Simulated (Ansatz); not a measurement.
Data:

Si3P4:
Space group I-43d (No. 220); a = 8.085 Å, b = 8.085 Å, c = 8.085 Å, α = 90.00°, β = 90.00°, γ = 90.00°

| atom | site | symmetry | x | y | z |
|---|---|---|---|---|---|
| Si | 12a | -4.. | 0.0000 | 0.2500 | 0.3750 |
| P | 16c | .3. | 0.0049 | 0.0049 | 0.0049 |
(The calculation used a cell of 14 atoms; values per cell refer to that cell.)

This is the PBE-relaxed structure.

### Question
All from the program Ansatz at the PBE level (PAW), unless another level is named. Give the electronic character.

### Answer
metallic (no gap).

### Question
Predict the formation energy from the elements (no fitted shifts).

### Answer
3.7 kJ/mol-atom.

### Question
What about the density of states at the Fermi level?

### Answer
0.27 states/eV per atom (mean over ±0.08 eV).

A made-up cell: these elements were put on the sites of a structure type; neither database checked (COD, Materials Project) lists it. Its standing as an ambient phase is unchecked. The cell was relaxed with PBE under the symmetry of its start; its stability against distortions is not shown here. The references are the lowest solids computed at this level, not always the standard phases.

Potentials: the earlier of the program's two PAW sets.
